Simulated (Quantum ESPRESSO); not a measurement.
# Kohn-Sham bands of TiO2 (anatase)

```xyz
6
Lattice="0.0000 -3.7825 0.0000 3.7825 0.0000 0.0000 -1.8913 1.8913 4.8075" Properties=species:S:1:pos:R:3 pbc="T T T"
Ti     0.0000     0.0000     0.0000
Ti     0.0000     1.8913     2.4038
O      1.8913     0.0000    -0.4120
O      0.0000     0.0000     1.9918
O      0.0000     0.0000    -1.9918
O      0.0000     1.8913     0.4120
```

Cell from Materials Project (mp-390), symmetrised, no further relaxation. COD (Crystallography Open Database) has the formula in 6 space groups, this one among them (matched by group alone). Method: PBEsol plane waves in Quantum ESPRESSO 7.5 (PseudoDojo norm-conserving files, 68 Ry, no spin polarisation, no spin-orbit coupling), Bloch states on a 8×8×8 mesh through Γ, Wannier90 4.0.1. Density: 10×10×10 mesh, cold smearing 0.01 Ry.

Energies are relative to the valence-band maximum; weights are on the orthonormalised atomic waves of the pseudopotential files, averaged over the group. 48 electrons a cell are treated as valence.

Q: Into which isolated groups do the bands fall, where do they lie and what are they made of?

A: 
```tsv
bands	from (eV)	to (eV)	filling	weight on atomic waves
1–2	-56.11	-56.05	filled	Ti 3s 96 %
3–8	-32.70	-32.31	filled	Ti 3p 97 %
9–12	-17.51	-15.76	filled	O 2s 84 %, Ti 3d 7 %, Ti 4s 6 %
13–24	-4.75	0.00	filled	O 2p 80 %, Ti 3d 16 %
```

The Kohn-Sham gap over both meshes and the path is 2.12 eV.
